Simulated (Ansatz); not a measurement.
Geometry optimisation in Ansatz: input, command and trajectory.

```yaml
crystal:
  lattice:
    - [3.0941201761, -5.3591733614, 0.0]
    - [-6.1882403623, 5.8e-09, 0.0]
    - [0.0, 0.0, -10.1293391959]
  atoms:
    - { symbol: B, position: [0.3469380673, 0.1628428519, 0.0542045155], spin: 0.2 }
    - { symbol: Si, position: [0.8333333333, 0.1666666667, 0.0621558122] }
    - { symbol: Si, position: [0.3333333333, 0.6666666667, 0.0621558122] }
    - { symbol: Si, position: [0.8333333333, 0.6666666667, 0.0621558122] }
    - { symbol: Si, position: [0.1666666667, 0.3333333333, 0.5621558122] }
    - { symbol: Si, position: [0.6666666667, 0.3333333333, 0.5621558122] }
    - { symbol: Si, position: [0.1666666667, 0.8333333333, 0.5621558122] }
    - { symbol: Si, position: [0.6666666667, 0.8333333333, 0.5621558122] }
    - { symbol: Si, position: [0.5, 0.0, 0.3121004435] }
    - { symbol: Si, position: [1.0, 0.0, 0.3121004435] }
    - { symbol: Si, position: [0.5, 0.5, 0.3121004435] }
    - { symbol: Si, position: [1.0, 0.5, 0.3121004435] }
    - { symbol: Si, position: [0.0, 0.5, 0.8121004435] }
    - { symbol: Si, position: [0.5, 0.5, 0.8121004435] }
    - { symbol: Si, position: [0.0, 1.0, 0.8121004435] }
    - { symbol: Si, position: [0.5, 1.0, 0.8121004435] }
    - { symbol: C, position: [0.3400264131, 0.1421685927, 0.2473940084], spin: 0.2 }
    - { symbol: C, position: [0.8333333333, 0.1666666667, 0.2501925542] }
    - { symbol: C, position: [0.3333333333, 0.6666666667, 0.2501925542] }
    - { symbol: C, position: [0.8333333333, 0.6666666667, 0.2501925542] }
    - { symbol: C, position: [0.1666666667, 0.3333333333, 0.7501925542] }
    - { symbol: C, position: [0.6666666667, 0.3333333333, 0.7501925542] }
    - { symbol: C, position: [0.1666666667, 0.8333333333, 0.7501925542] }
    - { symbol: C, position: [0.6666666667, 0.8333333333, 0.7501925542] }
    - { symbol: C, position: [0.0, 0.0, 0.4995521901] }
    - { symbol: C, position: [0.5, 0.0, 0.4995521901] }
    - { symbol: C, position: [0.0, 0.5, 0.4995521901] }
    - { symbol: C, position: [0.5, 0.5, 0.4995521901] }
    - { symbol: C, position: [0.4915679962, 0.5122740069, 1.0086429391], spin: 0.2 }
    - { symbol: C, position: [1.0, 0.5, 0.9995521901] }
    - { symbol: C, position: [0.5013460397, 1.0006233087, 1.0043322564], spin: 0.2 }
    - { symbol: C, position: [1.0076290782, 0.9992285586, 0.998116127], spin: 0.2 }
  host:
    lattice:
      - [3.0941201812, -2.9e-09, 0.0]
      - [-1.5470600881, 2.6795866807, 0.0]
      - [0.0, 0.0, 10.1293391959]
    atoms:
      - { symbol: Si, position: [0.6666666667, 0.3333333333, 0.9378441878] }
      - { symbol: Si, position: [0.3333333333, 0.6666666667, 0.4378441878] }
      - { symbol: Si, position: [0.0, 0.0, 0.6878995565] }
      - { symbol: Si, position: [0.0, 0.0, 0.1878995565] }
      - { symbol: C, position: [0.6666666667, 0.3333333333, 0.7498074458] }
      - { symbol: C, position: [0.3333333333, 0.6666666667, 0.2498074458] }
      - { symbol: C, position: [0.0, 0.0, 0.5004478099] }
      - { symbol: C, position: [0.0, 0.0, 0.0004478099] }
basis:
  ecutwfc: 420
  xc_grid: 2
kpoints:
  mp_grid: { grid: [4, 4, 2], shift: [0.0, 0.0, 0.0] }
hamiltonian:
  xc: pbe
scf:
  occupations: { method: gaussian, width: 0.01 }
output:
  forces: true
  stress: false
  eigenvalues: true
  populations: true
  charged_corrections:
    defect_position: [0.33333333, 0.16666667, 0.06215581]
    epsilon: [[10.3446, 0.0, 0.0], [0.0, 10.3446, 0.0], [0.0, 0.0, 11.026]]
  write_density: true
  write_potential: true
  elf: true
  volumetric_format: npy
magnetization:
  spin_polarized: true
relax:
  adjacent_minimum: "off"
  f_tol: 0.025
  max_steps: 45
```

```bash
ansatz run input.yaml --threads 4 --pin off --max-ram 8192MiB --backend cpu --events-out ev --progress --plain --runs-dir out
```

These are results of DFT PBE, scalar-relativistic, plane waves, PAW in Ansatz, not measurements.

The cell holds a point defect: B on a Si site (b), neutral.

Of 12 frames 6 are shown, positions in Å and forces in eV/Å; the SCF threshold varies from step to step.

```xyz
32
Lattice="3.0941 -5.3592 0.0000 -6.1882 0.0000 0.0000 0.0000 0.0000 -10.1293" Properties=species:S:1:pos:R:3:forces:R:3 pbc="T T T" step=1 free_energy_over_end_meV_per_atom=37.33
B     0.0658   -1.8593   -0.5491    0.0180    0.7561   -1.0215
Si    1.5471   -4.4660   -0.6296    0.5992   -0.5624    0.1004
Si   -3.0941   -1.7864   -0.6296   -1.4042    0.9476   -0.8481
Si   -1.5471   -4.4660   -0.6296   -0.2266    0.0897   -0.0518
Si   -1.5471   -0.8932   -5.6943   -0.0144   -0.0049    0.0277
Si    0.0000   -3.5728   -5.6943    0.0261    0.0110    0.1267
Si   -4.6412   -0.8932   -5.6943    0.0233   -0.0649    0.0575
Si   -3.0941   -3.5728   -5.6943   -0.0700    0.0120    0.0833
Si    1.5471   -2.6796   -3.1614    1.5615   -0.8513   -0.2797
Si    3.0941   -5.3592   -3.1614    0.2787   -0.8222    0.7272
Si   -1.5471   -2.6796   -3.1614    1.0703    0.4067    0.8143
Si    0.0000   -5.3592   -3.1614   -0.0816   -0.0632    0.1770
Si   -3.0941    0.0000   -8.2260   -0.0073   -0.0603   -0.1413
Si   -1.5471   -2.6796   -8.2260   -0.1564    0.1969   -1.0743
Si   -6.1882    0.0000   -8.2260    0.0800   -0.2017   -0.3772
Si   -4.6412   -2.6796   -8.2260    0.0087    0.0587   -0.7310
C     0.1723   -1.8223   -2.5059   -4.0551    1.4284    1.5756
C     1.5471   -4.4660   -2.5343    0.1818   -0.4009   -0.1768
C    -3.0941   -1.7864   -2.5343    0.4900    0.1243   -0.3565
C    -1.5471   -4.4660   -2.5343    0.1131    0.0875   -0.1933
C    -1.5471   -0.8932   -7.5990   -0.0275   -0.0046    0.0905
C     0.0000   -3.5728   -7.5990   -0.0463    0.0238   -0.1650
C    -4.6412   -0.8932   -7.5990    0.0467   -0.0297    0.1247
C    -3.0941   -3.5728   -7.5990   -0.0184    0.0121    0.1109
C     0.0000    0.0000   -5.0601   -0.0137    0.0085   -0.1311
C     1.5471   -2.6796   -5.0601    0.0509   -0.0490   -0.2534
C    -3.0941    0.0000   -5.0601    0.0046    0.0354   -0.1239
C    -1.5471   -2.6796   -5.0601    0.0257    0.0242   -0.1207
C    -1.6491   -2.6344  -10.2169    4.1821   -1.0453    1.8944
C     0.0000   -5.3592  -10.1248   -0.1018    0.2890    0.0575
C    -4.6409   -2.6868  -10.1732   -1.9437    0.8552    0.7938
C    -3.0657   -5.4001  -10.1103   -0.5936   -1.2067   -0.7160
32
Lattice="3.0941 -5.3592 0.0000 -6.1882 0.0000 0.0000 0.0000 0.0000 -10.1293" Properties=species:S:1:pos:R:3:forces:R:3 pbc="T T T" step=3 free_energy_over_end_meV_per_atom=0.22
B     0.0146   -1.7885   -0.6554   -0.0140   -0.0139   -0.0190
Si    1.5574   -4.4698   -0.6307   -0.0516    0.0466   -0.0246
Si   -3.0881   -1.7911   -0.6323    0.0026    0.0118    0.0152
Si   -1.5417   -4.4665   -0.6293   -0.0171    0.0011   -0.0515
Si   -1.5401   -0.8983   -5.6912   -0.0217    0.0025   -0.0481
Si    0.0041   -3.5716   -5.6908   -0.0507   -0.0290   -0.0829
Si   -4.6411   -0.9007   -5.6899    0.0019    0.0659   -0.0838
Si   -3.0914   -3.5764   -5.6941    0.0163   -0.0036   -0.0324
Si    1.5387   -2.6745   -3.1276   -0.0323   -0.0290   -0.0239
Si    3.1033   -5.3890   -3.1253   -0.0351    0.0621   -0.0427
Si   -1.5186   -2.6720   -3.1252   -0.0058   -0.0330   -0.0487
Si    0.0068   -5.3652   -3.1591    0.0125    0.0355   -0.0829
Si   -3.0909   -0.0030   -8.2269    0.0042    0.0279    0.0658
Si   -1.5343   -2.6735   -8.2692    0.0614   -0.0087    0.0636
Si   -6.1836   -0.0196   -8.2670   -0.0273    0.0091    0.0108
Si   -4.6530   -2.6736   -8.2676   -0.0133   -0.0178    0.0069
C     0.0134   -1.7926   -2.4025   -0.0485    0.0109    0.0855
C     1.5531   -4.4730   -2.5336   -0.0070   -0.0246    0.0524
C    -3.0851   -1.7896   -2.5337    0.0013    0.0413    0.0571
C    -1.5366   -4.4719   -2.5328    0.0158   -0.0034    0.0673
C    -1.5425   -0.8963   -7.5985    0.0004   -0.0090   -0.0156
C     0.0011   -3.5724   -7.6001   -0.0052   -0.0114    0.0122
C    -4.6393   -0.8975   -7.5986   -0.0001    0.0095    0.0075
C    -3.0943   -3.5757   -7.6285    0.0319   -0.0082    0.0061
C     0.0028   -0.0062   -5.0469    0.0298   -0.0781    0.0734
C     1.5472   -2.6817   -5.0485   -0.0182    0.0129    0.1049
C    -3.0913   -0.0034   -5.0635    0.0147   -0.0063    0.0613
C    -1.5421   -2.6812   -5.0473    0.0808    0.0251    0.0843
C    -1.4643   -2.6355  -10.1658    0.1084    0.0641   -0.0847
C     0.0033   -5.3603  -10.1197    0.0348   -0.0392   -0.0080
C    -4.7175   -2.6351  -10.1667   -0.1157    0.0536   -0.0806
C    -3.0908   -5.4527  -10.1667    0.0470   -0.1647   -0.0443
32
Lattice="3.0941 -5.3592 0.0000 -6.1882 0.0000 0.0000 0.0000 0.0000 -10.1293" Properties=species:S:1:pos:R:3:forces:R:3 pbc="T T T" step=5 free_energy_over_end_meV_per_atom=0.05
B     0.0059   -1.7904   -0.6621    0.0031   -0.0001   -0.0324
Si    1.5535   -4.4689   -0.6315   -0.0021   -0.0004   -0.0303
Si   -3.0889   -1.7913   -0.6314   -0.0015    0.0037   -0.0304
Si   -1.5430   -4.4689   -0.6313    0.0041   -0.0036   -0.0332
Si   -1.5383   -0.8987   -5.6927   -0.0051    0.0015   -0.0069
Si    0.0052   -3.5722   -5.6927   -0.0031   -0.0035   -0.0088
Si   -4.6395   -0.8988   -5.6927    0.0013    0.0033   -0.0079
Si   -3.0889   -3.5763   -5.6930   -0.0012   -0.0004   -0.0170
Si    1.5330   -2.6718   -3.1260    0.0115   -0.0084   -0.0284
Si    3.0994   -5.3852   -3.1259   -0.0011    0.0157   -0.0292
Si   -1.5222   -2.6717   -3.1258   -0.0126   -0.0083   -0.0296
Si    0.0053   -5.3627   -3.1631   -0.0024    0.0013   -0.0304
Si   -3.0890   -0.0035   -8.2231   -0.0003    0.0016   -0.0006
Si   -1.5275   -2.6746   -8.2696    0.0008   -0.0010    0.0086
Si   -6.1832   -0.0206   -8.2694    0.0001    0.0038    0.0037
Si   -4.6511   -2.6743   -8.2694    0.0036   -0.0036    0.0024
C     0.0057   -1.7900   -2.3979   -0.0027   -0.0002    0.0332
C     1.5490   -4.4716   -2.5308   -0.0028   -0.0014    0.0274
C    -3.0887   -1.7859   -2.5307   -0.0006    0.0041    0.0256
C    -1.5382   -4.4714   -2.5306    0.0039   -0.0030    0.0271
C    -1.5400   -0.8979   -7.5984    0.0007   -0.0015    0.0027
C     0.0049   -3.5738   -7.5984   -0.0006    0.0008    0.0041
C    -4.6382   -0.8977   -7.5983   -0.0012   -0.0008    0.0028
C    -3.0892   -3.5762   -7.6299   -0.0008    0.0000    0.0085
C     0.0051   -0.0088   -5.0434    0.0020   -0.0039    0.0147
C     1.5476   -2.6805   -5.0436   -0.0008    0.0027    0.0167
C    -3.0890   -0.0035   -5.0629    0.0024   -0.0012    0.0141
C    -1.5373   -2.6804   -5.0434    0.0045    0.0024    0.0143
C    -1.4566   -2.6336  -10.1698    0.0041    0.0043    0.0173
C     0.0050   -5.3625  -10.1170   -0.0014   -0.0017    0.0194
C    -4.7227   -2.6331  -10.1702   -0.0008    0.0007    0.0211
C    -3.0893   -5.4618  -10.1699   -0.0011   -0.0027    0.0212
32
Lattice="3.0941 -5.3592 0.0000 -6.1882 0.0000 0.0000 0.0000 0.0000 -10.1293" Properties=species:S:1:pos:R:3:forces:R:3 pbc="T T T" step=8 free_energy_over_end_meV_per_atom=0.00
B     0.0013   -1.7889   -0.6678   -0.0019    0.0048   -0.0343
Si    1.5523   -4.4689   -0.6333   -0.0017    0.0023   -0.0131
Si   -3.0897   -1.7905   -0.6334   -0.0003    0.0019   -0.0130
Si   -1.5434   -4.4690   -0.6335   -0.0006    0.0046   -0.0119
Si   -1.5385   -0.8986   -5.6933    0.0047   -0.0010    0.0052
Si    0.0052   -3.5724   -5.6932    0.0018    0.0044    0.0070
Si   -4.6393   -0.8986   -5.6933   -0.0024   -0.0020    0.0060
Si   -3.0888   -3.5763   -5.6946    0.0001    0.0004    0.0164
Si    1.5338   -2.6725   -3.1281   -0.0096    0.0044   -0.0090
Si    3.0995   -5.3839   -3.1284    0.0003   -0.0147   -0.0080
Si   -1.5235   -2.6728   -3.1284    0.0097    0.0042   -0.0086
Si    0.0052   -5.3627   -3.1661    0.0007   -0.0013    0.0008
Si   -3.0888   -0.0035   -8.2225    0.0002   -0.0010   -0.0004
Si   -1.5267   -2.6743   -8.2688   -0.0015    0.0016   -0.0120
Si   -6.1830   -0.0206   -8.2689    0.0001   -0.0031   -0.0068
Si   -4.6507   -2.6746   -8.2685   -0.0005    0.0026   -0.0089
C     0.0042   -1.7899   -2.3956    0.0003    0.0045    0.0205
C     1.5479   -4.4718   -2.5290    0.0007    0.0018    0.0022
C    -3.0892   -1.7851   -2.5291    0.0001   -0.0002    0.0041
C    -1.5381   -4.4719   -2.5293   -0.0008    0.0024    0.0016
C    -1.5396   -0.8978   -7.5973   -0.0018    0.0008    0.0050
C     0.0055   -3.5739   -7.5972   -0.0002   -0.0022    0.0037
C    -4.6378   -0.8979   -7.5973    0.0013    0.0008    0.0046
C    -3.0884   -3.5763   -7.6287    0.0003   -0.0007   -0.0013
C     0.0053   -0.0090   -5.0423   -0.0007    0.0068   -0.0072
C     1.5475   -2.6802   -5.0420    0.0046   -0.0052   -0.0093
C    -3.0888   -0.0035   -5.0620   -0.0012    0.0007   -0.0054
C    -1.5369   -2.6802   -5.0422   -0.0063   -0.0052   -0.0087
C    -1.4547   -2.6332  -10.1691   -0.0037   -0.0091    0.0277
C     0.0056   -5.3628  -10.1152    0.0001   -0.0016    0.0060
C    -4.7206   -2.6341  -10.1680    0.0076   -0.0075    0.0250
C    -3.0882   -5.4626  -10.1686    0.0009    0.0060    0.0219
32
Lattice="3.0941 -5.3592 0.0000 -6.1882 0.0000 0.0000 0.0000 0.0000 -10.1293" Properties=species:S:1:pos:R:3:forces:R:3 pbc="T T T" step=10 free_energy_over_end_meV_per_atom=0.00
B     0.0003   -1.7872   -0.6694   -0.0026    0.0020    0.0016
Si    1.5521   -4.4685   -0.6338   -0.0016    0.0007    0.0008
Si   -3.0898   -1.7902   -0.6338   -0.0012    0.0015    0.0004
Si   -1.5436   -4.4685   -0.6340   -0.0018    0.0014    0.0010
Si   -1.5384   -0.8987   -5.6932   -0.0001    0.0001    0.0004
Si    0.0053   -3.5725   -5.6931    0.0001    0.0002    0.0004
Si   -4.6393   -0.8987   -5.6931    0.0000   -0.0001    0.0004
Si   -3.0888   -3.5764   -5.6940   -0.0002    0.0004    0.0006
Si    1.5335   -2.6723   -3.1286    0.0006   -0.0004    0.0015
Si    3.0996   -5.3842   -3.1289    0.0012   -0.0008    0.0016
Si   -1.5231   -2.6726   -3.1289    0.0013   -0.0006    0.0018
Si    0.0053   -5.3627   -3.1661    0.0007   -0.0008    0.0014
Si   -3.0888   -0.0036   -8.2224   -0.0005    0.0006    0.0000
Si   -1.5268   -2.6744   -8.2688   -0.0002    0.0003    0.0004
Si   -6.1830   -0.0209   -8.2688   -0.0003    0.0001    0.0003
Si   -4.6506   -2.6747   -8.2683   -0.0001    0.0001    0.0010
C     0.0041   -1.7893   -2.3948   -0.0010    0.0006   -0.0014
C     1.5480   -4.4716   -2.5293   -0.0007    0.0009   -0.0007
C    -3.0892   -1.7852   -2.5293   -0.0008    0.0003   -0.0006
C    -1.5382   -4.4716   -2.5297   -0.0006    0.0006   -0.0013
C    -1.5397   -0.8980   -7.5970    0.0004   -0.0002   -0.0006
C     0.0055   -3.5741   -7.5969    0.0001   -0.0001   -0.0005
C    -4.6377   -0.8981   -7.5969    0.0001    0.0000   -0.0005
C    -3.0884   -3.5766   -7.6283    0.0001   -0.0001   -0.0008
C     0.0053   -0.0091   -5.0425   -0.0002   -0.0002   -0.0006
C     1.5476   -2.6804   -5.0423    0.0001    0.0000   -0.0008
C    -3.0887   -0.0036   -5.0621    0.0003   -0.0004   -0.0003
C    -1.5370   -2.6805   -5.0425   -0.0001    0.0001   -0.0007
C    -1.4548   -2.6338  -10.1680    0.0021   -0.0017   -0.0015
C     0.0056   -5.3629  -10.1152    0.0018   -0.0013   -0.0006
C    -4.7195   -2.6349  -10.1668    0.0013   -0.0013   -0.0016
C    -3.0881   -5.4627  -10.1680    0.0020   -0.0017   -0.0013
32
Lattice="3.0941 -5.3592 0.0000 -6.1882 0.0000 0.0000 0.0000 0.0000 -10.1293" Properties=species:S:1:pos:R:3:forces:R:3 pbc="T T T" step=12 free_energy_over_end_meV_per_atom=0.00
B    -0.0004   -1.7866   -0.6693   -0.0009   -0.0004   -0.0006
Si    1.5519   -4.4685   -0.6338   -0.0001    0.0001   -0.0002
Si   -3.0900   -1.7901   -0.6338   -0.0006   -0.0007   -0.0003
Si   -1.5437   -4.4684   -0.6340    0.0005   -0.0008   -0.0002
Si   -1.5383   -0.8988   -5.6932    0.0001   -0.0003    0.0002
Si    0.0053   -3.5725   -5.6931    0.0001    0.0002    0.0000
Si   -4.6392   -0.8987   -5.6931   -0.0001   -0.0003    0.0001
Si   -3.0887   -3.5764   -5.6939   -0.0001    0.0000   -0.0001
Si    1.5334   -2.6722   -3.1284   -0.0003    0.0006   -0.0001
Si    3.0997   -5.3842   -3.1289   -0.0006    0.0004    0.0000
Si   -1.5230   -2.6727   -3.1289   -0.0007    0.0007   -0.0001
Si    0.0053   -5.3628   -3.1661   -0.0002    0.0004    0.0000
Si   -3.0888   -0.0036   -8.2224    0.0001   -0.0001    0.0001
Si   -1.5268   -2.6744   -8.2688    0.0001   -0.0002   -0.0001
Si   -6.1830   -0.0209   -8.2688    0.0001    0.0002    0.0000
Si   -4.6505   -2.6747   -8.2682   -0.0006    0.0001   -0.0004
C     0.0039   -1.7891   -2.3948    0.0009   -0.0009    0.0006
C     1.5479   -4.4715   -2.5293    0.0004   -0.0008    0.0005
C    -3.0893   -1.7852   -2.5293    0.0006   -0.0002    0.0004
C    -1.5382   -4.4716   -2.5298    0.0004   -0.0006    0.0007
C    -1.5396   -0.8980   -7.5970   -0.0002    0.0001    0.0000
C     0.0055   -3.5742   -7.5969    0.0001    0.0001   -0.0001
C    -4.6377   -0.8981   -7.5969    0.0000   -0.0001    0.0000
C    -3.0883   -3.5767   -7.6283    0.0002   -0.0001    0.0000
C     0.0054   -0.0091   -5.0426    0.0000    0.0001    0.0003
C     1.5476   -2.6804   -5.0423    0.0000    0.0001    0.0001
C    -3.0887   -0.0037   -5.0621    0.0000    0.0001   -0.0001
C    -1.5370   -2.6805   -5.0426    0.0000    0.0001    0.0002
C    -1.4546   -2.6339  -10.1681    0.0003    0.0012   -0.0002
C     0.0058   -5.3631  -10.1152   -0.0003    0.0008   -0.0005
C    -4.7192   -2.6351  -10.1667    0.0011    0.0000    0.0000
C    -3.0879   -5.4630  -10.1681   -0.0003    0.0001   -0.0001
```

It took 12 min on 4 threads of Arm Neoverse V2, with other jobs on the host, peak memory 1.5 GiB.